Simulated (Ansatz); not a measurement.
Consider the following.

Mo$_{3}$Ir (Cu3Au type, Pm-3m), a = 3.914 Å, b = 3.914 Å, c = 3.914 Å, α = 90.00°, β = 90.00°, γ = 90.00°.

This is the PBEsol-relaxed structure.

Question: All from the program Ansatz at the PBEsol level (PAW), unless another level is named. Estimate the density of states at the Fermi level.

Answer: 1.0 states/eV per atom (mean over ±0.08 eV).

Question: Give the formation energy from the elements (no fitted shifts).

Answer: -0.013 eV/atom.

The cell is a constructed one: a structure type filled with these elements; neither database checked (COD, Materials Project) lists it. Its standing as an ambient phase is unchecked. Symmetry was held in the PBEsol relaxation; its stability against distortions is not shown here. No spin polarisation was allowed. The references are the lowest solids computed at this level, not always the standard phases. Spin–orbit coupling is left out wherever it is not named.

Potentials: the earlier of the program's two PAW sets. The files were generated under PBE; for other functionals the program regenerates the frozen cores, and for LDA and PBEsol the local potential too.
